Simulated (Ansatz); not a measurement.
Tl$_{3}$GaF$_{6}$:
```
Tl3GaF6
1.0
    0.00000     4.47339     4.47339
    4.47339     0.00000     4.47339
    4.47339     4.47339     0.00000
Tl Ga F
3 1 6
Direct
  0.25000   0.25000   0.25000
  0.75000   0.75000   0.75000
  0.50000   0.50000   0.50000
  0.00000   0.00000   0.00000
  0.78891   0.21109   0.21109
  0.21109   0.78891   0.78891
  0.21109   0.78891   0.21109
  0.78891   0.21109   0.78891
  0.21109   0.21109   0.78891
  0.78891   0.78891   0.21109
```

Relaxed with r²SCAN+D4. Special points in fractions of this cell's reciprocal vectors: Γ (0.000, 0.000, 0.000); X (0.500, 0.000, 0.500); U (0.625, 0.250, 0.625); K (0.375, 0.375, 0.750); L (0.500, 0.500, 0.500); W (0.500, 0.250, 0.750).

Question: List the band energies nearest the valence-band maximum at these points for r²SCAN+D4 in the plane-wave PAW code Ansatz.

Answer: In eV from the valence-band maximum; about four levels below and three above (degenerate sets whole), none deeper than 8.9 eV; points with the same levels are listed once.

```csv
k,below,above
Γ,-2.24 -2.24 -2.24 -0.95,5.33 5.33 5.33
X,-2.22 -1.85 -1.59 0.00,4.07 4.07 4.23
U,-2.27 -1.79 -1.66 -0.04,3.71 4.29 4.90
L,-2.31 -2.14 -1.82 -0.41,4.26 4.95 4.95
W,-2.32 -2.32 -1.70 -1.70 -0.01,3.50 4.85 4.96 4.96
```

Space group Fm-3m. The first step of the workflow began from a Materials Project structure, measured or hypothetical; the Crystallography Open Database copy checked does not list it. Whether it is the stable phase at ambient conditions was not checked. The r²SCAN+D4 relaxation kept the symmetry of its start; whether a distortion lowers the energy is not shown. Spin–orbit coupling is left out wherever it is not named.

Potentials: the later of the program's two PAW sets.
